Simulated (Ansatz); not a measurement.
TiN:
```
TiN
1.0
    0.00000     2.12335     2.12335
    2.12335     0.00000     2.12335
    2.12335     2.12335     0.00000
N Ti
1 1
Direct
  0.00000   0.00000   0.00000
  0.50000   0.50000   0.50000
```

Relaxed with PBE. Special points in fractions of this cell's reciprocal vectors: Γ (0.000, 0.000, 0.000); X (0.500, 0.000, 0.500); U (0.625, 0.250, 0.625); K (0.375, 0.375, 0.750); L (0.500, 0.500, 0.500); W (0.500, 0.250, 0.750).

**Question.** List the band energies nearest the Fermi level at these points for PBE (plane waves, PAW; program Ansatz).

**Answer.** In eV from the Fermi level; about four levels below and three above (degenerate sets whole), none deeper than 8.9 eV; … stands for higher levels left out; points with the same levels are listed once.

| k | below | above |
|---|---|---|
| Γ | -2.04 -2.04 -2.04 -0.60 -0.60 -0.60 | … |
| X | -5.82 -3.23 -3.23 -3.05 | 1.64 2.38 2.38 |
| U | -5.80 -5.71 -4.45 -0.46 | 1.98 2.31 3.58 |
| L | -8.06 -5.46 -5.46 | 1.68 1.68 2.35 |
| W | -5.46 -5.46 -5.35 | 0.92 0.92 2.39 |

Space group Fm-3m (rock salt). The cell was relaxed with PBE under the symmetry of its start. The run is not spin-polarised. With an odd number of electrons in the cell and no spin polarisation, the count alone makes it a metal.

Potentials: the later of the program's two PAW sets.
